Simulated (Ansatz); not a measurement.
Here is the system:

Al$_{2}$W:
Space group Fddd, origin choice 1 (No. 70); a = 4.9207 Å, b = 8.2733 Å, c = 8.8913 Å, α = β = γ = 90.00°

| atom | site | symmetry | x | y | z |
|---|---|---|---|---|---|
| Al | 16f | .2. | 0.0000 | 0.1670 | 0.0000 |
| W | 8b | 222 | 0.5000 | 0.5000 | 0.5000 |
(The calculation used a cell of 6 atoms; values per cell refer to that cell.)

This is the PBEsol-relaxed structure.

Problem. All from the program Ansatz at the PBEsol level (PAW), unless another level is named. Estimate the formation energy from the elements (no fitted shifts).

Solution. -0.051 eV/atom.

Problem. Predict the density of states at the Fermi level.

Solution. 0.44 states/eV per atom (mean over ±0.08 eV).

The start of the workflow was typed in or built on a structure type; neither database checked (COD, Materials Project) lists it. Whether it is the stable phase at ambient conditions was not checked. The PBEsol relaxation kept the symmetry of its start; whether a distortion lowers the energy is not shown. The run is not spin-polarised. Axis ratios of metals converge slowly with the k-mesh, so a and c are less sure than the volume. The references are the lowest solids computed at this level, not always the standard phases. Scalar-relativistic: spin–orbit coupling is off unless named, which matters more the heavier the elements.

Potentials: the later of the program's two PAW sets.
